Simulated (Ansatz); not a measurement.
Na, DFT, PBEsol, PAW with Ansatz's default frozen-core files, scalar-relativistic (Ansatz 0.2.0), run on 1 thread of Arm Neoverse V2 on a shared host.

The cell is a measured one (Crystallography Open Database entry 9011000); the temperature and pressure of the measurement aren't taken into account, and nothing was relaxed. The listed cell was then made from it by scaling, straining or moving an atom.

Command: `ansatz run input.yaml --threads 1 --pin off --max-ram 3072MiB --backend cpu --events-out ev --progress --plain --runs-dir out`

```yaml
crystal:
  lattice:
    - [3.8046710076, 0.0, 0.0]
    - [-1.9023355038, 3.2949417456, 0.0]
    - [0.0, 0.0, 6.154]
  atoms:
    - { symbol: Na, position: [0.3333333333, 0.6666666667, 0.25] }
    - { symbol: Na, position: [0.6666666667, 0.3333333333, 0.75] }
kpoints:
  mp_grid: { grid: [13, 13, 7] }
scf:
  occupations: { method: fermi_dirac, width: 0.05 }
hamiltonian:
  xc: pbesol
  pseudopotentials: { kind: paw }
output:
  forces: true
  stress: true
  eigenvalues: true
  efg: { contact_densities: true }
  write_density: true
  write_potential: true
  elf: true
  volumetric_format: npy
```

(1) How large is the problem that the program sets up?

(2) About how long does it take, and how much memory does it use?

(3) And the same cell and mesh by all-electron PAW (datasets made for this crystal), asked for forces, stress, eigenvalues, efg, on the same hardware?

Answers

(1) 84 irreducible k-points, 1509 plane waves at Γ, 13 bands.

(2) 4.4 s of wall time for 6 SCF iterations, with a peak of 0.36 GiB. Times on shared machines scatter by tens of per cent.

(3) 6.1 s, peak memory 0.32 GiB.
